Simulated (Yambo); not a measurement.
Ba2MoCdO6 (space group Fm-3m, No. 225): one transition space (4×4×4 mesh, 18 valence and 12 conduction bands, Tamm-Dancoff) with different kernels in Yambo, on LDA orbitals; field along x. BSE alone uses the static screening with 99 bands and a 3 Ry block; its scissor and those of RPA and TDDFT come from G0W0, that of the TDHF-type run from bare exchange.

| kernel | scissor (eV) | direct gap with it (eV) | lowest state (eV) |
|---|---|---|---|
| BSE (screened electron-hole attraction) | 1.39 | 3.72 | [?] |
| RPA (no attraction) | 1.39 | 3.72 | 3.72 (dark) |

Question: Some entries are withheld; supply them.

Answer: 
- BSE (screened electron-hole attraction), lowest state (eV): 2.87 (dark)

RPA leaves the lowest state at the direct gap: no bound exciton. These are vertical excitations (zero momentum). Spin singlets only. Strong means a line over 3 % of the spectrum's maximum, dark under 0.03 %. Absolute energies carry the error of the G0W0 scissor, whose convergence isn't established. Convergence of the binding with the mesh was not shown.

Spin-orbit coupling is not included.

Geometry of the Materials Project entry, not relaxed at this level; primitive cell a = 5.9926 Å, b = 5.9926 Å, c = 5.9926 Å, α = 60.00°, β = 60.00°, γ = 60.00°.

The structure is a Materials Project entry; no match was found in the copy of COD used, and its stability was not checked.
